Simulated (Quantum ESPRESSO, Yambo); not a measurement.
## Levels of theory for the gap of Mg₃ZnO₄

Mg$_{3}$ZnO$_{4}$ (space group Cmmm, No. 65): one geometry, one set of LDA (Quantum ESPRESSO, PseudoDojo norm-conserving, 84 Ry, no spin-orbit coupling) orbitals, self-energies from Yambo (2×2×4 Γ-centred k mesh, bands 8 to 167 and a 8 Ry block in the screening, 167 bands in G with the Bruneval-Gonze terminator, plasmon pole fitted at 27.2 eV).

The geometry is that of Materials Project entry mp-753315, symmetrised and not relaxed again.

| level | gap (0, -0.5, 0) → Γ (eV) | direct gap at Γ (eV) | rough Yambo cost |
|---|---|---|---|
| LDA (Quantum ESPRESSO) | 3.13 | 3.17 | – |
| exchange only (Hartree-Fock self-energy on LDA orbitals) | 13.54 | 13.67 | about 1/8 (12 states) |
| static COHSEX@LDA | 6.35 | 6.42 | within a factor of two (3 states) |
| G0W0@LDA, plasmon pole | 5.38 | 5.48 | 1 (12 states) |

Bare exchange has no screening and gives the widest gap; static COHSEX screens it but leaves out the frequency dependence, which G0W0 restores.

Costs are rough ratios of core time on shared machines.

Nearest settings tried, and what they do to the gap: 115 bands in G: +10 meV; 115 bands in W, 115 bands in G: +70 meV; 7 Ry block (175 vectors against 219): -39 meV. Not varied: mesh. So the settings aren't converged at that level. Oxides, nitrides and fluorides with a shallow 3d shell are known to need far more bands and larger blocks.

The structure is a Materials Project entry; no match was found in the copy of COD used, and its stability was not checked.
